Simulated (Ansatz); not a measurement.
TiB2:
```
TiB2
1.0
    3.02471     0.00000     0.00000
   -1.51235     2.61947     0.00000
    0.00000     0.00000     3.22429
Ti B
1 2
Direct
  0.00000   0.00000   0.00000
  0.33333   0.66667   0.50000
  0.66667   0.33333   0.50000
```

Relaxed with r²SCAN.

Question: Give the Bader charges and basin volumes of the independent atoms, r²SCAN in the plane-wave PAW code Ansatz.

Answer: 

```json
[
 {"atom": "Ti1", "Bader charge (e)": "+1.53", "Bader volume (Å³)": "8.3"},
 {"atom": "B2", "Bader charge (e)": "-0.77", "Bader volume (Å³)": "8.6"}
]
```

Space group P6/mmm. The r²SCAN relaxation kept the symmetry of its start. The run is not spin-polarised.

Potentials: the earlier of the program's two PAW sets. The files were generated under PBE; for other functionals the program regenerates the frozen cores, and for LDA and PBEsol the local potential too.
